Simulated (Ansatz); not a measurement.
## Magnetovolume behaviour of FeI2 (P-3m1)

The reference geometry is a structure as deposited in COD (the entry's cell lengths or inner coordinates differ somewhat from later room-temperature determinations); nothing is relaxed.

Settings: PBEsol, 8×8×5 k mesh, Fermi–Dirac smearing of 0.05 eV. PAW means Ansatz 0.2.0 on its default frozen-core files; LAPW is all-electron LAPW in Ansatz 0.2.0. Site moments are integrated in spheres about the atoms, whose radii differ between the methods.

The reference run was typed so:

```yaml
crystal:
  lattice:
    - [4.04, 0.0, 0.0]
    - [-2.02, 3.4987426313, 0.0]
    - [0.0, 0.0, 6.75]
  atoms:
    - { symbol: Fe, position: [0.0, 0.0, 0.0], spin: 3.0 }
    - { symbol: I, position: [0.3333333333, 0.6666666667, 0.25] }
    - { symbol: I, position: [0.6666666667, 0.3333333333, 0.75] }
magnetization:
  spin_polarized: true
kpoints:
  mp_grid: { grid: [8, 8, 5] }
scf:
  occupations: { method: fermi_dirac, width: 0.05 }
  lower_state_search: "off"
hamiltonian:
  xc: pbesol
  pseudopotentials: { kind: paw }
output:
  forces: true
  stress: true
  eigenvalues: true
  populations: true
```

Command: `ansatz run input.yaml --threads 2 --pin off --max-ram 6144MiB --backend cpu --events-out ev --progress --plain --runs-dir out`

The input for «volume scaled by 0.8» by LAPW differs from it in these lines, output keys apart:

```diff
-    - [4.04, 0.0, 0.0]
-    - [-2.02, 3.4987426313, 0.0]
-    - [0.0, 0.0, 6.75]
+    - [3.7504037776, 0.0, 0.0]
+    - [-1.8752018888, 3.2479449458, 0.0]
+    - [0.0, 0.0, 6.2661449254]
-  pseudopotentials: { kind: paw }
+  pseudopotentials: { kind: all_electron, lapw: { basis_error: 0.001 } }
```

The cell shown is scaled evenly to other volumes, and every spin-polarised run starts from the same moments.

| V/V₀ | Å³/atom | M PAW (μB/cell) | M LAPW (μB/cell) | largest site moment, PAW (μB) | P PAW (GPa) | P LAPW (GPa) | F − F(unpolarised), PAW (meV/atom) |
| --- | --- | --- | --- | --- | --- | --- | --- |
| 0.66 | 20.99 | 0.00 | 0.00 | 0.00 | 12.6 | 12.6 | 0 |
| 0.74 | 23.53 | 3.39 | – | 2.89 | 10.7 | – | -14 |
| 0.8 | 25.44 | 3.81 | 3.81 | 3.21 | 5.9 | 5.9 | ? |
| 0.86 | 27.35 | ? | – | 3.35 | 2.0 | – | -240 |
| 0.92 | 29.26 | 4.00 | – | 3.41 | -1.0 | – | -336 |
| 0.96 | 30.53 | 4.00 | – | 3.44 | -2.5 | – | ? |
| 1 | 31.80 | 4.00 | 4.00 | 3.47 | -3.7 | -3.7 | -441 |
| 1.04 | 33.08 | 4.00 | – | 3.49 | -4.6 | – | -486 |
| 1.1 | 34.98 | 4.00 | 4.00 | 3.52 | -5.6 | -5.5 | -544 |
| 1.25 | 39.75 | 4.00 | – | 3.58 | -6.7 | – | -654 |

Problem. Fill in "M PAW (μB/cell)" for the row "0.86".

Solution. 3.98.

Problem. Give the missing entry: row "0.8", column "F − F(unpolarised), PAW (meV/atom)".

Solution. -130.

Problem. Give the missing entry: row "0.96", column "F − F(unpolarised), PAW (meV/atom)".

Solution. -392.

The moments are gone at V/V₀ = 0.66 (13 GPa), and present from 0.74 (11 GPa) upwards, where the largest is 2.89 μB at first.

Problem. Fit a third-order Birch–Murnaghan equation to the PAW pressures of the magnetic runs between 0.85 and 1.11 V₀. What are the zero-pressure volume and bulk modulus?

Solution. V = 28.52 Å³/atom (0.897 V₀), B = 44 GPa, B′ = 4.7, with a worst miss of 0.01 GPa. Cell shape and inner coordinates are held, so these aren't the relaxed crystal's values unless symmetry fixes them.

Problem. At V/V₀ = 0.74 a second run starts from moments a quarter as large. Where does it end?

Solution. In another state: largest moment 0.00 μB against 2.89, and 14.0 meV/atom higher in free energy.

The PAW files were made with PBE; the program remakes their cores once for the run's functional and then keeps them frozen.  The Ansatz runs typed with the search for lower states off end where their start leads. Spin–orbit coupling is left out although heavy atoms are present. These are results for the start and cell typed. The real compound can order otherwise, in a larger cell, or not at all, since semilocal functionals without spin fluctuations often overstate magnetism; near a collapse of the moment, mesh and smearing move it by tens of per cent.
